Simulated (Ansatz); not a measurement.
The relaxed structure here is a generated cell of SnO2: the first start was made by placing the elements on the sites of a structure type, and the end was not matched to a known phase here, so it may be hypothetical. Known forms of SnO2 include space group No. 136.

A relaxed structure of SnO2. All values below come from r2SCAN (plane waves to 500 eV, PAW, scalar-relativistic; Ansatz, a first-principles code).

```cif
data_O6Sn3
_chemical_formula_sum 'Sn3 O6'
_space_group_name_H-M_alt 'P 1'
_space_group_IT_number 1
_cell_length_a 5.51505
_cell_length_b 5.51505
_cell_length_c 6.61906
_cell_angle_alpha 115.298
_cell_angle_beta 115.298
_cell_angle_gamma 39.740
loop_
_space_group_symop_operation_xyz
  'x, y, z'
loop_
_atom_site_label
_atom_site_type_symbol
_atom_site_fract_x
_atom_site_fract_y
_atom_site_fract_z
_atom_site_occupancy
Sn1 Sn 0.50000 0.50000 0.50000 1
Sn2 Sn 0.32258 0.32258 0.87072 1
Sn3 Sn 0.67742 0.67742 0.12928 1
O1 O 0.21570 0.21570 0.09234 1
O2 O 0.86468 0.86468 0.42059 1
O3 O 0.13532 0.13532 0.57941 1
O4 O 0.78430 0.78430 0.90766 1
O5 O 0.50768 0.50768 0.20019 1
O6 O 0.49232 0.49232 0.79981 1
```

Question: Determine the symmetry and give the standard cell with its independent sites.

Answer: Space group C2/m (No. 12); a = 10.373 Å, b = 3.749 Å, c = 6.619 Å, α = 90.00°, β = 117.03°, γ = 90.00°

| atom | site | symmetry | x | y | z |
|---|---|---|---|---|---|
| Sn | 2d | 2/m | 0.0000 | 0.5000 | 0.5000 |
| Sn | 4i | m | 0.1774 | 0.5000 | 0.1293 |
| O | 4i | m | 0.2157 | 0.0000 | 0.0923 |
| O | 4i | m | 0.1353 | 0.0000 | 0.5794 |
| O | 4i | m | 0.0077 | 0.5000 | 0.2002 |

Question: Give the shortest distances between elements (the closest pairs, up to four, under 3.6 Å).

Answer: O–Sn 1.95 Å; O–O 2.51 Å; Sn–Sn 3.28 Å.

```json
{
  "volume_per_atom": "12.74 Å³",
  "density": "6.55 g/cm³",
  "band_gap": "1.44 eV, indirect (valence top at Y2, conduction bottom at Γ) (no spin-orbit coupling)",
  "smallest_direct_gap": "1.62 eV at Γ"
}
```

No spin polarisation in the result.

It was reached from a disturbed copy of a P6₂22 (No. 180) cell (AFLOW prototype A2B_hP9_180_j_c (C8, as in SiO2)), against which it lies -0.310 eV/atom.
